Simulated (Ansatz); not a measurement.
## Cd: course of a relaxation

All numbers below come from Ansatz, DFT PBEsol, scalar-relativistic, plane waves, PAW. (420 eV cutoff, 18×18×4 k-mesh, Gaussian smearing of 0.10 eV, no spin polarisation)

What was changed in Ag: Ag → Cd on all its sites, cell and atoms relaxed.

Command:

```bash
ansatz run input.yaml --threads 1 --pin off --max-ram 2560MiB --backend cpu --events-out ev --progress --plain --runs-dir out
```

Input:

```yaml
crystal:
  lattice:
    - [2.9307864682, 0.0, 0.0]
    - [-1.4653932341, 2.5381355346, 0.0]
    - [0.0, 0.0, 11.3871342585]
  atoms:
    - { symbol: Cd, position: [0.0, 0.0, 0.0] }
    - { symbol: Cd, position: [0.0, 0.0, 0.5] }
    - { symbol: Cd, position: [0.3333333333, 0.6666666667, 0.25] }
    - { symbol: Cd, position: [0.6666666667, 0.3333333333, 0.75] }
basis:
  ecutwfc: 420
kpoints:
  mp_grid: { grid: [18, 18, 4] }
hamiltonian:
  xc: pbesol
scf:
  occupations: { method: gaussian, width: 0.1 }
output:
  forces: true
  stress: true
  eigenvalues: true
relax:
  adjacent_minimum: "off"
  f_tol: 0.01
  max_steps: 60
  cell: { stress_tol: 0.1 }
```

F is the free energy. Steps run on the plane waves of an earlier cell, but the last one, and at times one on the way, on a freshly chosen basis, so a repeated geometry can differ a little in energy.

Steps:

```csv
step,F − F(1) (eV),largest force component (eV/Å),V (Å³/atom),P (GPa)
1,0.0000,0.000,21.176,0.13
2,-0.0017,0.000,21.181,-0.06
3,-0.0019,0.000,21.097,0.10
4,-0.0019,0.000,21.131,0.00
5,-0.0019,0.000,21.131,0.00
```

Relaxed structure:

```xyz
4
Lattice="2.9433 0.0000 0.0000 -1.4717 2.5490 0.0000 0.0000 0.0000 11.2659" Properties=species:S:1:pos:R:3 pbc="T T T"
Cd    0.0000    0.0000    0.0000
Cd    0.0000    0.0000    5.6330
Cd    0.0000    1.6993    2.8165
Cd    1.4717    0.8497    8.4495
```

Symmetry: P6_3/mmc, No. 194, hexagonal system. Conventional cell: a = 2.943 Å, b = 2.943 Å, c = 11.266 Å, α = 90.00°, β = 90.00°, γ = 120.00°. Cd (site symmetry -3m) is surrounded by 12 Cd at 2.94 to 3.29 Å. Cd (site symmetry -6m2) is surrounded by 12 Cd at 2.94 to 3.29 Å.

The run converged. It took 95 s on 1 thread of Arm Neoverse V1, on a shared host, peak memory 0.55 GiB.